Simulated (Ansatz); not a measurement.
Geometry optimisation in Ansatz: input, command and trajectory.

```yaml
crystal:
  lattice:
    - [3.7599215899, 0.0, 0.0]
    - [0.0, 3.7599215899, 0.0]
    - [0.0, 0.0, 8.2703512036]
  atoms:
    - { symbol: Hf, position: [0.0, 0.5, 0.2478269643] }
    - { symbol: Hf, position: [0.5, 0.0, 0.7521730357] }
    - { symbol: Ge, position: [0.0, 0.0, 0.0] }
    - { symbol: Ge, position: [0.5, 0.5, 0.0] }
    - { symbol: Te, position: [0.0, 0.5, 0.619724794] }
    - { symbol: Te, position: [0.5, 0.0, 0.380275206] }
basis:
  ecutwfc: 420
kpoints:
  mp_grid: { grid: [10, 10, 4] }
hamiltonian:
  xc: pbesol
scf:
  occupations: { method: gaussian, width: 0.1 }
output:
  forces: true
  stress: true
  eigenvalues: true
  write_density: true
  write_potential: true
  elf: true
  volumetric_format: npy
relax:
  adjacent_minimum: "off"
  f_tol: 0.01
  max_steps: 30
  cell: { stress_tol: 0.1, fix: [volume] }
```

```bash
ansatz run input.yaml --threads 1 --pin off --max-ram 2560MiB --backend cpu --events-out ev --progress --plain --runs-dir out
```

The calculation used DFT PBEsol, scalar-relativistic, plane waves, PAW (Ansatz 0.2.0).

The volume is held at 0.94 times that of the relaxed cell.

Of 4 frames 3 are shown, positions in Å and forces in eV/Å; the SCF threshold varies from step to step. Steps run on the plane waves of an earlier cell, with a Pulay correction in the pressure. The basis is chosen afresh for the last frame, the zero of the energies, and at times for earlier ones too; energy and pressure step there, also at an unchanged geometry. The mark taken_back stands on steps that the optimiser undid.

```xyz
6
Lattice="3.7599 0.0000 0.0000 0.0000 3.7599 0.0000 0.0000 0.0000 8.2704" Properties=species:S:1:pos:R:3:forces:R:3 pbc="T T T" step=1 free_energy_over_end_meV_per_atom=0.16 pressure_GPa=7.37
Hf    0.0000    1.8800    2.0496    0.0000    0.0000    0.0705
Hf    1.8800    0.0000    6.2207    0.0000    0.0000   -0.0705
Ge    0.0000    0.0000    0.0000    0.0000    0.0000    0.0000
Ge    1.8800    1.8800    0.0000    0.0000    0.0000    0.0000
Te    0.0000    1.8800    5.1253    0.0000    0.0000   -0.0771
Te    1.8800    0.0000    3.1450    0.0000    0.0000    0.0771
6
Lattice="3.7588 0.0000 0.0000 0.0000 3.7588 0.0000 0.0000 0.0000 8.2753" Properties=species:S:1:pos:R:3:forces:R:3 pbc="T T T" step=2 free_energy_over_end_meV_per_atom=1.16 pressure_GPa=7.13 taken_back
Hf    0.0000    1.8794    2.0670    0.0000    0.0000   -0.1497
Hf    1.8794    0.0000    6.2084    0.0000    0.0000    0.1497
Ge    0.0000    0.0000    0.0000    0.0000    0.0000    0.0000
Ge    1.8794    1.8794    0.0000    0.0000    0.0000    0.0000
Te    0.0000    1.8794    5.1000    0.0000    0.0000    0.2459
Te    1.8794    0.0000    3.1753    0.0000    0.0000   -0.2459
6
Lattice="3.7607 0.0000 0.0000 0.0000 3.7607 0.0000 0.0000 0.0000 8.2667" Properties=species:S:1:pos:R:3:forces:R:3 pbc="T T T" step=4 free_energy_over_end_meV_per_atom=0.00 pressure_GPa=7.29
Hf    0.0000    1.8804    2.0541    0.0000    0.0000   -0.0007
Hf    1.8804    0.0000    6.2126    0.0000    0.0000    0.0007
Ge    0.0000    0.0000    0.0000    0.0000    0.0000    0.0000
Ge    1.8804    1.8804    0.0000    0.0000    0.0000    0.0000
Te    0.0000    1.8804    5.1163    0.0000    0.0000   -0.0041
Te    1.8804    0.0000    3.1505    0.0000    0.0000    0.0041
```

It took 2.7 min on 1 thread of Arm Neoverse V1, on a shared host, peak memory 0.67 GiB.

Spin–orbit coupling is left out, which can shift energies with elements as heavy as these.